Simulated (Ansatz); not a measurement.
Starting cell, Sb (A7 type, space group R-3m):

```yaml
crystal:
  lattice:
    - [2.16078, 1.24753, 3.67966]
    - [-2.16078, 1.24753, 3.67966]
    - [0.00000, -2.49506, 3.67966]
  atoms:
    - { symbol: Sb, position: [0.23639, 0.23639, 0.23639] }
    - { symbol: Sb, position: [0.76361, 0.76361, 0.76361] }
```

In this cell atom 1 (Sb, nearest neighbour Sb at 2.932 Å; its periodic images, 4.3 Å or more away, move with it) is moved by s along Cartesian [111], unit vector (0.577, 0.577, 0.577); all other atoms and the cell stay fixed.

Computed with PBE-D3(BJ) (plane waves to 420 eV, PAW, scalar-relativistic; Ansatz, a program for electronic structure). k mesh 11×11×11 (Γ-centred), Fermi-Dirac smearing 0.05 eV. Energies are smeared free energies. With partly filled bands, energies and forces of such displacements shift with the k mesh and the smearing. Sb was relaxed with its symmetry unable to fall. Spin-orbit coupling is left out, though Sb is heavy. The PAW data are Ansatz's earlier set. The zero of ΔE is the undisplaced structure. The last digit holds for this mesh only.

```tsv
s (Å)	ΔE (meV/cell)
-0.590	1005.0
-0.472	585.3
-0.354	withheld
-0.236	111.6
-0.118	22.9
0.000	0.0
0.118	12.9
0.236	32.3
0.354	44.4
0.472	73.9
0.590	151.6
```

Task: Fit a polynomial form (powers 2, 3, 4) to the given rows and predict ΔE at s = -0.354.

Result: Least squares on the 10 given rows: ΔE = (1074)·s² + (-2163)·s³ + (1697)·s⁴, in meV/cell with s in Å; root-mean-square residual 17.57 meV/cell. At -0.354 the fit gives 257.2 meV/cell; the calculation gives 292.1 meV/cell, so the interpolation is off by -34.9 (-11.9 %). The quadratic term alone would give 134.6 meV/cell.

(A displaced cell: forces are minus the slopes of the energy, force constants its curvatures, and phonons follow from these.)
